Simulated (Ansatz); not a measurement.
Fe (bcc (W type), Im-3m) at seven volumes, DFT-PBE in the program Ansatz with PAW potentials, scaled uniformly. One row is withheld.

| V (Å³/atom) | P (GPa) |
|---|---|
| 10.328 | 23.20 |
| 10.669 | 13.77 |
| 11.009 | ? |
| 11.350 | 0.00 |
| 11.690 | -5.14 |
| 12.031 | -9.76 |
| 12.371 | -13.27 |

Fit the shown pressures and predict the withheld one.

P = (3/2)B₀(x^(7/2) − x^(5/2))[1 + (3/4)(B′ − 4)(x − 1)] with x = (V₀/V)^(2/3). Least squares on the six rows gives V₀ = 11.348 Å³/atom, B₀ = 192 GPa, B′ = 5.19. At V = 11.009, x = 1.0204 and P = 6.30 GPa. The run itself gave 5.94 GPa.

The cell was relaxed with PBE under the symmetry of its start. The final state is ferromagnetic, chosen from 3 collinear starts compared on coarse meshes (ties went to the first, and starts can fall back to one state), not a proven ground state. Textbook magnetic order: ferromagnetic.

Potentials: the earlier of the program's two PAW sets.
